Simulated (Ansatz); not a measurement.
CaZn$_{2}$Ge$_{2}$ in space group I4/mmm (No. 139; Ge on 4e, Ca on 2a, Zn on 4d) under volume change, the program Ansatz at the PBEsol level (PAW), shape and atoms relaxed at each volume.

```
V (Å³/atom)  E − E(relaxed) (meV/atom)  P (GPa)
-----------  -------------------------  -------
17.141                            37.2     7.66
17.706                            15.6     4.67
18.271                             [?]      [?]
18.836                             0.0     0.01
19.401                             3.3    -1.81
19.966                            12.5    -3.36
20.532                             [?]      [?]
```

Q: What belongs in the gaps?

A: 
- 20.532, E − E(relaxed) (meV/atom): 26.6
- 20.532, P (GPa): -4.66
- 18.271, E − E(relaxed) (meV/atom): 3.7
- 18.271, P (GPa): 2.15

Q: What does a third-order Birch–Murnaghan fit give for V₀, B₀ and B′?

A: V₀ = 18.84 Å³/atom, B₀ = 65.6 GPa, B′ = 4.5.

The workflow started from an entry of the Crystallography Open Database (COD). Its standing as an ambient phase is unchecked. The cell was relaxed with PBEsol under the symmetry of its start. At this level the phase is dynamically unstable (imaginary phonons). Scalar-relativistic: spin–orbit coupling is off unless named, which matters more the heavier the elements.

Potentials: the later of the program's two PAW sets.
